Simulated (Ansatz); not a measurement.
This cell of PbTe (rock salt) is off equilibrium:

```yaml
crystal:
  lattice:
    - [0.00000, 6.56902, 6.56902]
    - [3.28451, 0.00000, 3.28451]
    - [3.28451, 3.28451, 0.00000]
  atoms:
    - { symbol: Te, position: [0.00000, 0.00000, 0.00000] }
    - { symbol: Te, position: [0.50000, 0.00000, 0.00000] }
    - { symbol: Pb, position: [0.20839, 0.66644, 0.58322] }
    - { symbol: Pb, position: [0.75000, 0.50000, 0.50000] }
```

These are PBE (plane waves to 420 eV, PAW, scalar-relativistic; Ansatz, a quantum-chemistry and plane-wave program) values and carry that method's errors. k mesh 7×7×7 (Γ-centred), Fermi-Dirac smearing 0.05 eV. Energies are smeared free energies. Compression counts positive. PbTe was relaxed with its symmetry unable to fall. Spin-orbit coupling is left out, though Pb and Te are heavy.

Task: Predict the force on every atom, in eV/Å.

Result: 
| atom | Fx | Fy | Fz |
|---|---|---|---|
| Te1 | 5.126 | 0.065 | -0.372 |
| Te2 | -0.222 | 0.007 | 0.298 |
| Pb3 | -5.662 | 0.319 | 0.372 |
| Pb4 | 0.758 | -0.391 | -0.298 |

Task: What is the stress tensor (GPa)?

Result: 
```
   15.2      0.2     -1.3
    0.2      0.1      0.0
   -1.3      0.0      0.9
```
The pressure, a third of the trace, is 5.4 GPa.

Task: In it atom 3 sits (0.820, 0.000, 0.273) Å away from its relaxed site. What is its energy relative to the relaxed cell?

Result: 1369 meV/cell.

(For displaced atoms, the force is minus the slope of the energy, and its curvature is a force constant, which sets phonon frequencies.)
